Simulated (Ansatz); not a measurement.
PtSe (zincblende type) under strong compression

```
CELL_PARAMETERS angstrom
0.00000 2.80702 2.80702
2.80702 0.00000 2.80702
2.80702 2.80702 0.00000
ATOMIC_POSITIONS crystal
Pt 0.00000 0.00000 0.00000
Se 0.25000 0.25000 0.25000
```

The cell comes from a relaxation on PAW files under the same functional, begun from a prototype that needn't be the stable phase.

Its volume is scaled at fixed shape and fractional positions.

Level of theory: DFT with PBEsol, scalar-relativistic, in Ansatz 0.2.0; a Γ-centred 13×13×13 k mesh, Fermi–Dirac smearing of 0.1 eV, no spin polarisation. LAPW: all electrons, basis error target 1 meV/atom; PAW: frozen-core files, cutoff 420 eV; crystal datasets: all electrons, by PAW datasets that the program makes for each cell; norm-conserving: pseudopotentials, cutoff 1170 eV; PAW (cutoff 1000 eV): frozen-core files, cutoff 1000 eV.

Energies are extrapolated to zero smearing and count from the unscaled cell; pressure is positive in compression; gaps take the mesh and a band path. No temperature or zero-point motion is included.

Spin–orbit coupling is left out, which matters for the heavy atoms. The PAW files were made under PBE. The structure type is held throughout; the real material can change phase at far lower pressure.

```csv
V/V0,V (Å³/atom),P LAPW (GPa),ΔE LAPW (eV/atom),P PAW − LAPW (GPa),ΔE PAW − LAPW (meV/atom)
1.00,22.12,0.01,0.000,-0.03,0.0
0.88,19.46,19.72,0.141,-0.03,-0.5
0.78,17.25,51.9,0.611,-0.03,-0.8
0.68,15.04,113.0,1.702,0.00,-1.0
0.58,12.83,233.8,3.998,0.23,0.2
0.50,11.06,?,?,?,?
0.43,9.51,719.6,12.867,-0.22,8.2
```

Question: Fit the Vinet equation to the LAPW pressures shown (residuals weighted by 1/(|P| + 0.03·Pmax)), and predict the pressure of the withheld row.

Answer: The fit gives V0 = 22.13 Å³/atom, B0 = 108 GPa and B0′ = 5.45. At 11.06 Å³/atom, x = (V/V0)^(1/3) = 0.7936, and P = 3·B0·(1 − x)/x²·exp[1.5·(B0′ − 1)·(1 − x)] = 421.2 GPa. The run itself gave 420.3 GPa (+0.2 % off) and ΔE = 7.504 eV/atom.

Question: At the smallest volume, how far do crystal datasets and norm-conserving and PAW (cutoff 1000 eV) lie from LAPW in pressure?

Answer: crystal datasets: -0.01 GPa; norm-conserving: -0.22 GPa; PAW (cutoff 1000 eV): -0.43 GPa, on a LAPW pressure of 719.6 GPa.

Question: How do the Löwdin populations by LAPW change from the unscaled cell to the last row?

Answer: Pt 5s 1.99 → 1.91, Pt 6s 0.72 → 0.68, Pt 5d 8.95 → 9.07, Se 4s 1.84 → 1.55, Se 4p 4.29 → 4.39 electrons an atom. These are projections on the shells that the free atoms fill; 0.23 e a cell lies outside them at the start and 0.46 e at the end.
